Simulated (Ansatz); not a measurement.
This cell of Li (bcc, W type) is off equilibrium:

```
Li
1.0
   -3.43479     3.43479     3.43479
    1.71739    -1.71739     1.71739
    1.71739     1.71739    -1.71739
Li
2
Direct
  0.01853   0.01853   0.01853
  0.48147   0.98147   0.98147
```

Calculation: PBE (plane waves to 420 eV, PAW, scalar-relativistic; Ansatz, a quantum-chemistry and plane-wave program). k mesh 19×19×19 (Γ-centred), Fermi-Dirac smearing 0.05 eV. Compression counts positive. With partly filled bands, energies and forces of such displacements shift with the k mesh and the smearing. Li was relaxed with its symmetry unable to fall. The PAW data are Ansatz's earlier set.

Q: What forces act on the atoms (eV/Å, Cartesian)?

A: 
```tsv
atom	Fx	Fy	Fz
Li1	0.000	-0.171	-0.171
Li2	0.000	0.171	0.171
```

(A displaced cell: forces are minus the slopes of the energy, force constants its curvatures, and phonons follow from these.)
